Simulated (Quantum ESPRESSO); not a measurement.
Band energies of AgCl at -3 % isotropic strain

```
CELL_PARAMETERS angstrom
      3.73082     0.00000    -0.05119
      0.00000     3.72714     0.00000
     -0.59443     0.00000     5.21820
ATOMIC_POSITIONS crystal
  Cl 0.67820 0.75000 0.27617
  Cl 0.32180 0.25000 0.72383
  Ag 0.15312 0.25000 0.20160
  Ag 0.84688 0.75000 0.79840
```

PBEsol (Quantum ESPRESSO, PseudoDojo norm-conserving, 82 Ry, scalar-relativistic); path ΓYHCEM1AXH1,MDZ,YD; energies in eV from the valence-band maximum.

```
k (1/Å)  point  band 22  band 23  band 24  band 25  band 26  band 27  band 28  band 29
-------  -----  -------  -------  -------  -------  -------  -------  -------  -------
0.00         Γ    -2.51    -2.06    -2.03    -1.71    -1.65     0.69     2.78     7.67
0.36              -2.52    -2.31    -2.07    -1.52    -1.30     2.10     3.45     7.32
0.60         Y    -2.40    -2.31    -2.06    -1.43    -1.32     2.98     4.06     6.25
0.71              -2.40    -2.36    -1.94    -1.39    -1.18     3.02     4.13     6.24
1.16              -2.31    -1.06    -0.62    -0.48    -0.33     2.96     5.11     6.62
1.38         H    -2.24    -0.78    -0.35    -0.25    -0.02     2.82     4.97     6.39
1.38         C    -2.22    -0.55    -0.51    -0.23     0.00     2.82     4.86     6.35
1.70              -2.25    -1.32    -0.77    -0.75    -0.25     3.44     4.83     6.51
2.12              -2.20    -1.99    -1.93    -1.40    -1.29     3.81     3.84     7.10
2.22         E    -2.27    -2.01    -2.01    -1.40    -1.40     3.80     3.80     7.54
2.22        M1    -2.32    -1.99    -1.99    -1.36    -1.36     3.72     3.72     7.21
2.35              -2.35    -2.05    -2.05    -1.38    -1.38     3.34     3.34     7.05
2.72         A    -2.44    -2.14    -2.14    -1.53    -1.53     2.37     2.37     6.86
3.15              -2.11    -2.09    -1.73    -1.15    -0.78     3.47     3.59     6.20
3.46              -2.15    -1.86    -1.35    -0.24    -0.18     3.91     5.38     5.58
3.57         X    -2.14    -1.85    -1.32    -0.18    -0.09     3.92     5.38     5.43
3.87              -2.25    -1.14    -0.62    -0.21    -0.04     3.17     5.16     5.94
4.07        H1    -2.24    -0.78    -0.35    -0.25    -0.02     2.82     4.97     6.39
4.07         M    -2.32    -1.99    -1.99    -1.36    -1.36     3.72     3.72     7.21
4.36              -2.26    -1.40    -1.40    -0.87    -0.87     4.35     4.35     5.89
4.75              -2.06    -0.47    -0.47    -0.23    -0.23     3.64     3.64     7.00
4.84         D    -2.05    -0.43    -0.43    -0.16    -0.16     3.52     3.52     7.37
5.05              -2.08    -0.79    -0.79    -0.12    -0.12     3.82     3.82     7.04
5.35              -2.25    -1.43    -1.43    -0.11    -0.11     4.53     4.53     6.07
5.45         Z    -2.27    -1.48    -1.48    -0.11    -0.11     4.60     4.60     5.98
5.45         Y    -2.40    -2.31    -2.06    -1.43    -1.32     2.98     4.06     6.25
5.64              -2.23    -1.97    -1.83    -1.36    -0.99     3.08     4.27     6.30
5.92              -2.01    -1.16    -1.03    -0.74    -0.38     3.23     4.76     6.44
6.29         D    -2.05    -0.43    -0.43    -0.16    -0.16     3.52     3.52     7.37
```

The PBEsol gap is indirect, 0.69 eV, from C to Γ; the smallest direct gap is 2.34 eV. Another valence extremum on the path lies within 0.02 eV, too close to call.

Spin-orbit splittings are left out.

Geometry strained from the cell relaxed with PBEsol, atoms relaxed again.

This is not the ordinary phase of the substance; no match was found in the copy of COD used, and its stability was not checked.
